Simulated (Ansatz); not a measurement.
Ansatz input file:

```yaml
crystal:
  lattice:
    - [-1.7034486149, 1.7034486149, 1.7034486149]
    - [1.7034486149, -1.7034486149, 1.7034486149]
    - [1.7034486149, 1.7034486149, -1.7034486149]
  atoms:
    - { symbol: Se, position: [0.0, 0.0, 0.0] }
basis:
  ecutwfc: 420
kpoints:
  mp_grid: { grid: [8, 8, 8] }
hamiltonian:
  xc: pbesol
scf:
  occupations: { method: gaussian, width: 0.1 }
output:
  forces: true
  stress: true
  eigenvalues: true
```

Command:
```bash
ansatz run input.yaml --threads 1 --pin off --max-ram 2560MiB --backend cpu --events-out ev --progress --plain --runs-dir out
```

Theory: DFT PBEsol, scalar-relativistic, plane waves, PAW (Ansatz 0.2.0).

Part of what the program printed, abridged:

```
Pseudopotentials: kind: paw
Pseudopotential: Se, paw, valence charge 16, recommended cutoff 420 eV (normal)
Functional definition: PBEsol
Crystal: 1 atom, lattice volume = 19.772 Å³
Basis set: ecut = 420 eV, 381 PW (Γ), exchange–correlation on 40×40×40 points (8 copies of the dense FFT grid, shifted against one another)
Bands: 12, of which v1, the nominal top of the filled ones, is band 8 counted from 1 (7 counted from 0)
Symmetry: 48 space group operations
Space group: Im-3m (ITA 229), of the structure as read, at distance tolerance 2.7e-5 Å
k-points: 29 of 512
Initial density: superposition of atomic densities (neutral atoms: chi_scale 0, normalization atom), corrected by the library's trained network
Initial wavefunctions: pseudopotential atomic-orbital guess
Functional: x = pbesol(κ = 0.804, μ = 0.12345679), c = pbesol(β = 0.046)
SCF iter   1: F=—  HF=-5423.785362 eV  |F-HF|=—  |Δ(HF+E_count)|=         —  Δρ=2.02e-3  dr2=5.66e-4  ethr=1.77e-3  ⟨swp⟩=5.1  Hψ=2036  notcnv=0
SCF iter   2: F=—  HF=-5423.785043 eV  |F-HF|=—  |Δ(HF+E_count)|=   3.19e-4  Δρ=1.03e-3  dr2=1.19e-4  ethr=3.54e-6  ⟨swp⟩=2.0  Hψ=808  notcnv=0
SCF iter   3: F=—  HF=-5423.785109 eV  |F-HF|=—  |Δ(HF+E_count)|=   6.52e-5  Δρ=2.97e-4  dr2=6.10e-6  ethr=7.44e-7  ⟨swp⟩=2.1  Hψ=439  notcnv=0
SCF iter   4: F=—  HF=-5423.785114 eV  |F-HF|=—  |Δ(HF+E_count)|=   5.05e-6  Δρ=4.40e-5  dr2=2.75e-7  ethr=3.81e-8  ⟨swp⟩=2.1  Hψ=560  notcnv=0
SCF iter   5: F=-5423.785114 eV  HF=-5423.785114 eV  |F-HF|=4.86e-9  |Δ(HF+E_count)|=   2.51e-8  Δρ=5.60e-6  dr2=4.08e-9  ethr=1.72e-9  ⟨swp⟩=2.0  Hψ=569  notcnv=0
SCF iter   6: F=-5423.785114 eV  HF=-5423.785114 eV  |F-HF|=6.55e-11  |Δ(HF+E_count)|=   2.48e-9  Δρ=4.85e-7  dr2=5.31e-11  ethr=2.55e-11  ⟨swp⟩=2.2  Hψ=1184  notcnv=0
SCF 1 converged in 6 iterations: F = -5423.785114 eV  dr2 = 5.31e-11
SCF converged after 6 iterations
Free energy (F): -5423.785114 eV
Harris-Foulkes:  -5423.785114 eV  (|F-HF|=6.55e-11)
Internal energy: -5423.777936 eV  (E = F + TS)
E sigma→0 (E₀):  -5423.781525 eV
Entropy (-TS):   -0.007178 eV (-7.178 meV/atom)
Fermi energy:    11.322904 eV
--- Per-component energies (eV) ---
  E_band       = -339.281545
  E_kinetic    = 116.713702
  E_local      = -2036.931337  (includes V_loc(G=0)·N_el)
  E_nonlocal   = -590.822118
  E_hartree    = 1026.803823
  E_xc         = -102.750162
  E_vxc        = -97.334224  (∫ρ·V_xc dr)
  E_paw        = -1868.949585  (= ΣΔE_a)
  E_vpaw       = 215.484994  (= ΣTr[D̂ρ^β])
  E_aug_tail   = -0.000610  (compensation charges beyond the density's cutoff)
  E_ewald      = -1968.850100
  E_core_change = 1.008450  (= ΣΔE_core)
  E_smearing   = -0.007178  (= −TS)
--- Forces (eV/Å), atoms counted from 1 ---
  atom   1  Se     0.00000000     0.00000000     0.00000000
--- Stress (GPa, compression-positive) ---
       -2.726774       0.000000       0.000000
        0.000000      -2.726774       0.000000
        0.000000       0.000000      -2.726774
  P = ⅓ Tr σ = -2.7268 GPa (-27.268 kbar)
--- Band table (eV; the first three rows and the last of 29) ---
  k-point 0: bands = ["-36.9558", "-36.9558", "-36.9558", "-36.9469", "-36.9469", "-4.8466", "14.6540", "14.6540", "14.6540", "22.9231", "24.1044", "24.1044"]
  k-point 1: bands = ["-36.9562", "-36.9548", "-36.9531", "-36.9474", "-36.9471", "-4.5087", "12.7711", "14.0039", "14.5252", "22.5223", "22.9003", "24.8208"]
  k-point 2: bands = ["-36.9571", "-36.9528", "-36.9481", "-36.9475", "-36.9466", "-3.5352", "9.3316", "12.8155", "14.2045", "20.2920", "21.2746", "26.2746"]
  k-point 28: bands = ["-36.9567", "-36.9567", "-36.9389", "-36.9389", "-36.9389", "1.2510", "8.2065", "8.2065", "8.2065", "15.4254", "15.4254", "34.8870"]
```

Self-consistency was reached.

It took 1.9 s on 1 thread of AMD EPYC (Zen 3) (shared host), peak memory 0.28 GiB.

The k mesh is coarse.